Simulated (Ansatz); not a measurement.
LaAl2Zn2:
```
LaAl2Zn2
1.0
   -2.12471     2.12471     5.47061
    2.12471    -2.12471     5.47061
    2.12471     2.12471    -5.47061
Al La Zn
2 1 2
Direct
  0.75000   0.25000   0.50000
  0.25000   0.75000   0.50000
  0.00000   0.00000   0.00000
  0.38654   0.38654   0.00000
  0.61346   0.61346   0.00000
```

Relaxed with r²SCAN. Special points in fractions of this cell's reciprocal vectors: Γ (0.000, 0.000, 0.000); X (0.000, 0.000, 0.500); P (0.250, 0.250, 0.250); N (0.000, 0.500, 0.000); M (0.500, 0.500, -0.500); S (0.288, 0.712, -0.288); S0 (-0.288, 0.288, 0.288); R (-0.075, 0.075, 0.500); G (0.500, 0.500, -0.075).

Task: List the band energies nearest the Fermi level at these points for plane-wave PAW r²SCAN (Ansatz code).

Result: In eV from the Fermi level; about four levels below and three above (degenerate sets whole), none deeper than 8.9 eV; points with the same levels are listed once.

```csv
k,below,above
Γ,-3.80 -3.80 -1.65 -1.65 -0.15,0.15 1.62 1.62
X,-4.62 -2.69 -1.94 -1.08,1.71 2.34 2.42
P,-4.79 -4.79 -2.29 -1.50 -1.50,0.63 2.36 2.36
N,-6.59 -3.19 -3.17 -0.72,0.09 0.41 0.68
M,-1.32 -1.32 -1.01 -0.09,0.94 1.22 1.22
S,-4.46 -1.51 -0.86 -0.57,0.91 0.98 1.65
R,-3.68 -2.72 -1.84 -1.18,1.59 2.29 2.34
```

Space group I4/mmm. The workflow started from an entry of the Crystallography Open Database (COD). Its standing as an ambient phase is unchecked. The cell was relaxed with r²SCAN under the symmetry of its start; whether a distortion lowers the energy is not shown. Spin–orbit coupling is left out wherever it is not named.

Potentials: the later of the program's two PAW sets.
